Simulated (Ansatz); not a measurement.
**H₆C₃Br₂O: the gap against volume**

H₆C₃Br₂O, C2/c, a = 7.620 Å, b = 7.320 Å, c = 12.078 Å, β = 103.8°. The structure is a COD entry; whether it is the stable form wasn't checked. Ansatz: PBE+D3(BJ), PAW, 420 eV, Γ-centred 6×6×4 mesh on 24 atoms, Gaussian smearing 0.02 eV; no spin polarisation. Shape and atoms are relaxed at each volume; x = ln(V/V0) with V0 = 13.628 Å³/atom. The gap is read at the mesh points alone.

| x | gap y (eV) |
| --- | --- |
| -0.0943 | 2.297 |
| -0.0619 | 2.292 |
| -0.0305 | 2.285 |
| 0.0000 | 2.275 |
| 0.0296 | 2.268 |
| 0.0583 | ? |

Task: Fit a straight line to the other rows, give the volume deformation potential of the gap and its pressure coefficient, and predict the missing gap. B0 = 7.3 GPa.

Result: Means x = -0.03142, y = 2.2834; Σ(Δx)² = 0.009594, ΣΔxΔy = -0.002319; the slope is their ratio. y = 2.2758 − 0.24175 x. The slope is the deformation potential a = dE_g/d ln V = -0.24 eV, and dE_g/dP = −a/B0 = 33.1 meV/GPa. With a term in x² added, the coefficient of x becomes -0.2839, 17 % more, which shows how far this figure hangs on the form. At x = 0.0583 the fit asked for gives 2.262 eV. The run gave 2.262 eV, the same to the digits shown. The form still works here, 23 % of the fitted range beyond its end.

Semilocal functionals give gaps under the measured ones; changes of the gap mostly carry over better.

2 further runs of this set didn't finish or converge.

Cost: 6 runs of about 55 core-minutes in all, on Arm Neoverse V2 (shared hosts).